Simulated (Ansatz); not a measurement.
# MgAl$_{3}$N$_{3}$O, first-principles data

MgAl₃N₃O:
```cif
data_Al3MgN3O
_chemical_formula_sum 'Mg1 Al3 O1 N3'
_space_group_name_H-M_alt 'Pm'
_space_group_IT_number 6
_space_group_name_Hall 'P -2y'
_cell_length_a 5.04020
_cell_length_b 3.14731
_cell_length_c 5.48236
_cell_angle_alpha 90.000
_cell_angle_beta 90.111
_cell_angle_gamma 90.000
loop_
_atom_site_label
_atom_site_type_symbol
_atom_site_symmetry_multiplicity
_atom_site_Wyckoff_symbol
_atom_site_fract_x
_atom_site_fract_y
_atom_site_fract_z
_atom_site_occupancy
Mg1 Mg 1 a 0.48974 0.00000 0.33403 1
Al1 Al 1 b 0.01513 0.50000 0.15426 1
O1 O 1 a 0.90552 0.00000 0.33403 1
N1 N 1 b 0.37015 0.50000 0.15098 1
Al2 Al 1 b 0.48683 0.50000 0.83586 1
Al3 Al 1 a 0.00751 0.00000 0.67784 1
N2 N 1 b 0.87262 0.50000 0.83108 1
N3 N 1 a 0.37249 0.00000 0.68193 1
```

Space group Pm (No. 6); conventional cell a = 5.0402 Å, b = 3.1473 Å, c = 5.4824 Å, α = γ = 90.00°, β = 90.11°.

Method: plane-wave PAW r²SCAN (Ansatz code). Geometry: relaxed at this level of theory. Other levels are named where they apply.

### Cell and energy

```
Item                                                           Value
-----------------------------------------------------  -------------
Volume per atom                                             10.87 Å³
Density                                                   3.12 g/cm³
Formation energy from the elements (no fitted shifts)  -1.74 eV/atom
```

### Electronic structure

```
Item                                                          Result
----------------------------  --------------------------------------
Band gap                                            2.48 eV (direct)
Valence-band maximum                                            at Γ
Conduction-band minimum                                         at Γ
Electron effective mass       0.29, 0.31, 0.33 mₑ (principal values)
Hole effective mass              0.39, 7.5, 22 mₑ (principal values)
HSE06 gap on the r²SCAN cell                                 3.22 eV
```

### Mechanics

```
Property                             Result
----------------------------------  -------
Bulk modulus (Birch–Murnaghan fit)  172 GPa
Pressure derivative B′                  4.0
```

### Charges

```
Item                                                    Result
-------------  -----------------------------------------------
Bader charges  Mg +1.70, Al +2.49, O -1.78, N -2.48 to -2.44 e
```

The start of the workflow was typed in or built on a structure type; neither database checked (COD, Materials Project) lists it. Its standing as an ambient phase is unchecked. The r²SCAN relaxation kept the symmetry of its start; whether a distortion lowers the energy is not shown. The references are the lowest solids computed at this level, not always the standard phases (solids in place of the gases).

Potentials: the earlier of the program's two PAW sets.
